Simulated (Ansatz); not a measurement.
Relaxed-ion elastic tensor of BiB (rock salt, space group No. 225) in GPa (Voigt order), the program Ansatz at the r²SCAN level (PAW); density 10.05 g/cm³, 18.16 Å³ per atom.

```tsv
	1	2	3	4	5	6
1	168	45.0	45.0	0.0	0.0	0.0
2	45.0	168	45.0	0.0	0.0	0.0
3	45.0	45.0	168	0.0	0.0	0.0
4	0.0	0.0	0.0	44.0	0.0	0.0
5	0.0	0.0	0.0	0.0	44.0	0.0
6	0.0	0.0	0.0	0.0	0.0	44.0
```

Problem. Is the crystal mechanically stable?

Solution. Yes: the smallest eigenvalue of C is 44.0 GPa.

Problem. Work out the Voigt, Reuss and Hill averages.

Solution. K_V = 86.1, K_R = 86.1, K_H = 86.1; G_V = 51.0, G_R = 49.6, G_H = 50.3 GPa.

Problem. Give Young's modulus, Poisson's ratio, Pugh's ratio and the universal anisotropy index.

Solution. E = 9KG/(3K + G) = 126 GPa; ν = 0.26; K/G = 1.71 (near the Pugh limit of 1.75, no verdict); A_U = 5G_V/G_R + K_V/K_R − 6 = 0.14.

Problem. Estimate the sound speeds and the Debye temperature.

Solution. v_l = √((K + 4G/3)/ρ) = 3900 m/s, v_t = √(G/ρ) = 2240 m/s, mean 2490 m/s; Θ = (h/k)(3n/4πV)^(1/3) v_m = 282 K.

Problem. Give the Zener ratio and Young's modulus along [100], [110] and [111].

Solution. A = 2C44/(C11 − C12) = 0.71; 1/E = S11 − 2(S11 − S12 − S44/2)Γ with Γ = 0, 1/4, 1/3 gives 149, 120, 113 GPa.

Problem. Solve the Christoffel equation for the three sound speeds along [100], [110], [111].

Solution. Eigenvalues of C_ijkl n_j n_l equal ρv². In km/s, slowest first: [100] 2.09, 2.09, 4.09; [110] 2.09, 2.47, 3.87; [111] 2.35, 2.35, 3.79.

Space group Fm-3m (rock salt). A made-up cell: these elements were put on the sites of a structure type; neither database checked (COD, Materials Project) lists it. Its standing as an ambient phase is unchecked. The r²SCAN relaxation kept the symmetry of its start; its stability against distortions is not shown here. As this level gives no gap, shear constants depend on the k-mesh and smearing (Fermi–Dirac, 0.1 eV here). Scalar-relativistic: spin–orbit coupling is off unless named, which matters more the heavier the elements.

Potentials: the later of the program's two PAW sets.
